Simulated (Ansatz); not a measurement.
## Zincblende alloy of GaAs and GaN (8 of 32 As sites exchanged), 64 atoms

Ansatz, PAW, plane waves. PBEsol relaxation of volume and atoms (shape held) at the single k point (¼, ¼, ¼) without its symmetry partners; single points on the relaxed atoms at the single k point (¼, ¼, ¼) without its symmetry partners, onto which points of the small cell's zone fold. Arrangement: quasirandom. No spin–orbit coupling unless named.

Relaxed structure:

```
CELL_PARAMETERS angstrom
10.72877 0.00000 0.00000
0.00000 10.72877 0.00000
0.00000 0.00000 10.72877
ATOMIC_POSITIONS crystal
Ga 0.00938 0.01409 0.97505
Ga 0.00401 0.99712 0.50021
Ga 0.00375 0.49933 0.96741
Ga 0.01941 0.51600 0.52588
Ga 0.50011 0.99556 0.00172
Ga 0.51926 0.01886 0.52774
Ga 0.49420 0.49662 0.99810
Ga 0.47492 0.51738 0.48905
Ga 0.21380 0.25978 0.99015
Ga 0.25127 0.24599 0.50243
Ga 0.22248 0.77282 0.98128
Ga 0.24758 0.71869 0.50955
Ga 0.77657 0.22661 0.97909
Ga 0.73597 0.23967 0.52126
Ga 0.78243 0.73097 0.97448
Ga 0.75064 0.75196 0.50848
Ga 0.22489 0.02415 0.21669
Ga 0.22597 0.97350 0.76704
Ga 0.26412 0.51950 0.26883
Ga 0.21304 0.49048 0.75577
Ga 0.74718 0.99227 0.24481
Ga 0.76235 0.03402 0.75398
Ga 0.75360 0.49304 0.25239
Ga 0.77582 0.51994 0.76864
Ga 0.01807 0.23699 0.22136
Ga 0.00034 0.25176 0.78131
Ga 0.00018 0.75074 0.24585
Ga 0.01642 0.73835 0.76397
Ga 0.49649 0.24866 0.24510
Ga 0.51811 0.23842 0.73459
Ga 0.46784 0.73817 0.27677
Ga 0.49980 0.74903 0.75200
N 0.11681 0.13073 0.09752
N 0.12487 0.61963 0.64107
N 0.63473 0.12944 0.63444
N 0.36427 0.62565 0.38547
N 0.89002 0.12747 0.87212
N 0.89846 0.62434 0.86799
N 0.10980 0.37503 0.87352
N 0.11196 0.87394 0.87266
As 0.12127 0.12418 0.64058
As 0.12540 0.62334 0.11571
As 0.63173 0.12735 0.11675
As 0.62509 0.63118 0.12592
As 0.62529 0.61802 0.62872
As 0.35976 0.37550 0.12496
As 0.36869 0.37940 0.63144
As 0.36122 0.87407 0.12343
As 0.36911 0.87291 0.62746
As 0.88219 0.37346 0.10814
As 0.88186 0.37523 0.63828
As 0.88465 0.87992 0.10806
As 0.88234 0.87632 0.63965
As 0.37310 0.11553 0.37195
As 0.36523 0.12365 0.87100
As 0.35623 0.62581 0.87186
As 0.87594 0.12663 0.37089
As 0.88170 0.62415 0.38338
As 0.12544 0.37865 0.37621
As 0.13487 0.87217 0.37127
As 0.61541 0.37513 0.38278
As 0.63843 0.37233 0.87362
As 0.61680 0.87553 0.38338
As 0.63957 0.87898 0.87076
```

**Question.** What are the mean bond lengths by pair (pairs within 1.2 times the sum of covalent radii, less contacts 15 % beyond the pair's median; cation–cation pairs of compounds aside; long ionic contacts are cut short by that bound)?

**Answer.** As–Ga 2.427 ± 0.052 Å (standard deviation, 96 bonds); Ga–N 2.064 ± 0.058 Å (standard deviation, 32 bonds).

**Question.** What gap lies between the top filled and the lowest empty level in the single points?

**Answer.** r²SCAN 0.61 eV (7.6 s on NVIDIA H100). Away from Γ this isn't the crystal's band gap.
